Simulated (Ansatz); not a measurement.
# What DFT gives for NiSO4

```yaml
crystal:
  lattice:
    - [2.57057, 3.91046, 0.00000]
    - [2.57057, -3.91046, 0.00000]
    - [0.00000, 0.00000, -6.32096]
  atoms:
    - { symbol: O, position: [0.25000, 0.75000, 0.95000] }
    - { symbol: O, position: [0.75000, 0.25000, 0.45000] }
    - { symbol: O, position: [0.75000, 0.25000, 0.05000] }
    - { symbol: O, position: [0.25000, 0.75000, 0.55000] }
    - { symbol: S, position: [0.36000, 0.64000, 0.75000] }
    - { symbol: S, position: [0.64000, 0.36000, 0.25000] }
    - { symbol: Ni, position: [0.00000, 0.00000, 0.00000] }
    - { symbol: Ni, position: [0.00000, 0.00000, 0.50000] }
    - { symbol: O, position: [0.73000, 0.77000, 0.75000] }
    - { symbol: O, position: [0.27000, 0.23000, 0.25000] }
    - { symbol: O, position: [0.77000, 0.73000, 0.25000] }
    - { symbol: O, position: [0.23000, 0.27000, 0.75000] }
```

Method: r2SCAN, with U_eff = 4.53 eV on Ni d (all-electron-ortho-atomic projectors), no spin polarisation; PAW, plane waves to 500 eV, 6×6×4 Γ-centred mesh, fermi-dirac occupations (width 0.1 eV) (Ansatz 0.2.0), atoms fixed.

**Question.** Where is the largest force?

**Answer.** The largest is on O9 (and as large on other atoms): 4.55 eV/Å, components (-3.87, -2.40, 0.00). It makes 4° with the line to a nearest neighbour, S5 at 1.59 Å, pointing towards it.

**Question.** Is there a gap?

**Answer.** Counting bands on this mesh leaves a gap of 0.24 eV, but it is narrow, so a finer mesh and a narrower smearing would have to settle it.

**Question.** How is the charge shared?

**Answer.** Bader charges in e: Ni +1.35, S +3.58, O -1.26 to -1.21. In the mean S gives up most and O takes most.

**Question.** What does the stress say?

**Answer.** The pressure is -12.1 GPa (compression positive), so with the atoms held at these fractions the cell would first shrink; the forces are large, so a full relaxation may end otherwise. The principal stresses -27.4, -5.5, -3.4 GPa differ, so its shape would change too.

Origin: a database entry at a rescaled volume. Caveats: no spin polarisation, so a magnetic state may lie lower; forces this large suggest misplaced atoms in the database entry; atoms or cell far from equilibrium; the gap is not wide against the smearing.

It took 2.7 min on 1 thread of Arm Neoverse V2 (shared host), peak memory 1.2 GiB, starting from a saved density. The time holds forces, stress, Bader, DOS, bands, ELF.
